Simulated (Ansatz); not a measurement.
Y5F: vibrational free energy, entropy and heat capacity

Theory: DFT PBE, scalar-relativistic, plane waves, PAW (Ansatz 0.2.0). Plane waves to 420 eV; Γ-centred k mesh 8×8×8; Gaussian smearing of 0.10 eV. No spin polarisation. Phonons by linear response, acoustic sum rule imposed.

Relaxed structure:
```
Y F
1.0
    -4.02826    4.02826    2.53005
     4.02826   -4.02826    2.53005
     4.02826    4.02826   -2.53005
Y F
5 1
Direct
  0.90091 0.69907 0.59998
  0.09909 0.30093 0.40002
  0.30093 0.90091 0.20183
  0.69907 0.09909 0.79817
  0.50000 0.50000 0.00000
  0.00000 0.00000 0.00000
```

The structure comes from a generated guess, relaxed at this level; another structure or a mixture of phases may lie lower. In a metal, frequencies and elastic constants depend on the k mesh and the smearing, soft modes and shear constants most. The q mesh is coarse, so values between its points are rough.

Force constants from linear response on a 2×2×2 q mesh, interpolated to a fine mesh.

Question: Give the zero-point energy per atom.

Answer: 21.6 meV.

Question: How large are the vibrational entropy and heat capacity at 300 K?

Answer: S = 4.97 k_B and C_V = 2.92 k_B per atom, 97 % of the Dulong–Petit value.

Question: Tabulate them against temperature.

Answer:
```
T (K)  F_vib (meV/atom)  S (k_B/atom)  C_V (k_B/atom)
  100              15.0          1.98            2.37
  200             -10.7          3.81            2.82
  300             -48.8          4.97            2.92
  400             -95.5          5.82            2.95
  500            -148.6          6.48            2.97
  600            -206.9          7.02            2.98
  700            -269.4          7.48            2.98
  800            -335.6          7.88            2.99
  900            -405.1          8.23            2.99
 1000            -477.4          8.55            2.99
```
